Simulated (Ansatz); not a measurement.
**²⁵Mg nuclear quadrupole resonance in MgNb2Pb3O9**

Cell: a Materials Project structure (computed, not necessarily an observed phase).

```yaml
crystal:
  lattice:
    - [4.12713, 0.00000, 0.00000]
    - [0.03530, 5.78455, 0.00000]
    - [0.09152, 2.86201, 8.75440]
  atoms:
    - { symbol: Mg, position: [0.48223, 0.48054, 0.00660] }
    - { symbol: Nb, position: [0.45258, 0.82034, 0.34807] }
    - { symbol: Nb, position: [0.52153, 0.16346, 0.66852] }
    - { symbol: Pb, position: [0.99652, 0.62732, 0.72877] }
    - { symbol: Pb, position: [0.94831, 0.33796, 0.28703] }
    - { symbol: Pb, position: [0.89810, 0.94253, 0.01523] }
    - { symbol: O, position: [0.49668, 0.33860, 0.82173] }
    - { symbol: O, position: [0.51781, 0.66508, 0.17874] }
    - { symbol: O, position: [0.49679, 0.99020, 0.50532] }
    - { symbol: O, position: [0.50359, 0.84178, 0.82946] }
    - { symbol: O, position: [0.49668, 0.49155, 0.50005] }
    - { symbol: O, position: [0.51535, 0.14753, 0.18356] }
    - { symbol: O, position: [0.99413, 0.16248, 0.66797] }
    - { symbol: O, position: [0.99449, 0.82549, 0.33772] }
    - { symbol: O, position: [0.98862, 0.51755, 0.00413] }
```

Atoms are numbered from 1 in the order listed; like atoms form one site, named after its first atom.

Method: Kohn–Sham DFT in Ansatz, PBE, plane waves and PAW, scalar-relativistic, 420 eV cutoff, Γ-centred 5×4×3 k-points, Fermi–Dirac smearing 0.02 eV.

²⁵Mg: I = 5/2, Q = 199.4 mb (year-2017 value). Static lattice, zero field.

Question: The simulated lines lie at 1.07, 2.02 MHz. What are |C_Q|, η and |V_zz| at Mg?

Answer: For I = 5/2 and η = 0 the lines are 3|C_Q|/20 and twice that; η pulls their ratio below 2. Here |C_Q| = 6.79 MHz, η = 0.23 and |V_zz| = 1.41 × 10²¹ V/m². The calculation gives V_zz negative; the lines don't show the sign. The site has 6 O at 2.05–2.22 Å.

The largest force is 0.5 eV/Å, so the atoms aren't at the calculated equilibrium and relaxing them would move these values.
